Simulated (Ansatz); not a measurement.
Stationary points along a deformation path in MgSc

All numbers below come from Ansatz, DFT PBEsol, scalar-relativistic, plane waves, PAW. Settings: plane waves to 420 eV, k-mesh 14×14×14 (Γ-centred), Gaussian smearing 0.15 eV. No spin polarisation. Energies are free energies at this smearing, counted from the undisturbed cell; pressure is positive in compression.

Zero of the scan (as given, not relaxed at this level; it stands at -1.4 GPa, and it needn't be the usual structure):

```
Mg Sc
1.0
     3.59645    0.00000    0.00000
     0.00000    3.59645    0.00000
     0.00000    0.00000    3.59645
Mg Sc
1 1
Direct
  0.00000 0.00000 0.00000
  0.50000 0.50000 0.50000
```

At fixed volume and fractional coordinates, lengths along (0.577, 0.577, 0.577) are scaled against those across it; ρ is that ratio over its starting value. V = 23.259 Å³/atom. Δσ is the stress along the axis less the mean stress across it (compression positive).

```csv
ρ,ΔE (meV/atom),Δσ (GPa),space group
0.500,3676.5,131.85,R-3m
0.600,1810.3,83.06,R-3m
0.710,738.5,49.33,R-3m
1.000,0.0,0.00,Pm-3m
1.410,350.1,-10.47,R-3m
2.000,519.3,0.00,Fm-3m
```

**Question.** How does the stress give the slope of the energy, and where is the energy stationary?

**Answer.** Along the path d ln(length) is 2/3 d ln ρ on the axis and −1/3 d ln ρ across it, so dE/d ln ρ = −(2/3) V Δσ: the energy falls with ρ where Δσ is positive. Δσ vanishes or changes sign at ρ = 1.000 (Pm-3m), a minimum at 0.0 meV/atom; at ρ = 2.000 (Fm-3m, an end of the scan), at 519.3 meV/atom. Pairs of stationary points between two samples would go unseen, and could change a minimum read from distant neighbours into a maximum. At ρ = 1.000, 2.000 the cell is cubic, where symmetry alone makes the stress isotropic and the slope zero.

In a metal these slopes depend on the k mesh and the smearing.